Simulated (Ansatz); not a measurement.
Here is the system:

Sc2C:
```cif
data_CSc2
_chemical_formula_sum 'Sc2 C1'
_space_group_name_H-M_alt 'P 1'
_space_group_IT_number 1
_cell_length_a 3.25094
_cell_length_b 3.25094
_cell_length_c 5.57061
_cell_angle_alpha 90.000
_cell_angle_beta 90.000
_cell_angle_gamma 120.000
loop_
_space_group_symop_operation_xyz
  'x, y, z'
loop_
_atom_site_label
_atom_site_type_symbol
_atom_site_fract_x
_atom_site_fract_y
_atom_site_fract_z
_atom_site_occupancy
Sc1 Sc 0.66667 0.33333 0.71796 1
Sc2 Sc 0.33333 0.66667 0.28204 1
C1 C 0.00000 0.00000 0.50000 1
```

This is the LDA-relaxed structure.

Q: All from plane-wave PAW LDA (Ansatz code), unless another level is named. Give the electronic character.

A: metallic (no gap).

Q: And the formation energy from the elements (no fitted shifts)?

A: -0.47 eV/atom.

Q: Predict the density of states at the Fermi level.

A: 1.1 states/eV per atom (mean over ±0.08 eV).

Space group P-3m1. The first step of the workflow began from a Materials Project structure, measured or hypothetical; the Crystallography Open Database copy checked does not list it. Its standing as an ambient phase is unchecked. The LDA relaxation kept the symmetry of its start. At this level the phase is mechanically unstable. No spin polarisation was allowed. The references are the lowest solids computed at this level, not always the standard phases.

Potentials: the later of the program's two PAW sets.
